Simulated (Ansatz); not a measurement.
AgAu in space group R-3m (No. 166; Ag on 3a, Au on 3b) at seven volumes, PBEsol (plane waves, PAW; program Ansatz), shape and atoms relaxed at each. One row is withheld.

```tsv
V (Å³/atom)	P (GPa)
15.275	18.19
15.778	10.87
16.282	4.88
16.785	0.00
17.289	-3.98
17.793	?
18.296	-9.81
```

Problem. Fit the shown pressures and predict the withheld one.

Solution. Third-order Birch–Murnaghan: P = (3/2)B₀(x^(7/2) − x^(5/2))[1 + (3/4)(B′ − 4)(x − 1)] with x = (V₀/V)^(2/3). Least squares on the six rows gives V₀ = 16.785 Å³/atom, B₀ = 146.6 GPa, B′ = 5.85. At V = 17.793, x = 0.9619 and P = -7.21 GPa. The run itself gave -7.20 GPa.

The workflow started from a Materials Project entry (that database holds measured and hypothetical structures alike); the Crystallography Open Database copy checked does not list it. With Ag and Au taken as one species the cell has the higher symmetry Fm-3m, so it may be an ordered model of a mixed-site phase. Its standing as an ambient phase is unchecked. Symmetry was held in the PBEsol relaxation; its stability against distortions is not shown here. The run is not spin-polarised. Spin–orbit coupling is left out wherever it is not named.

Potentials: the later of the program's two PAW sets.
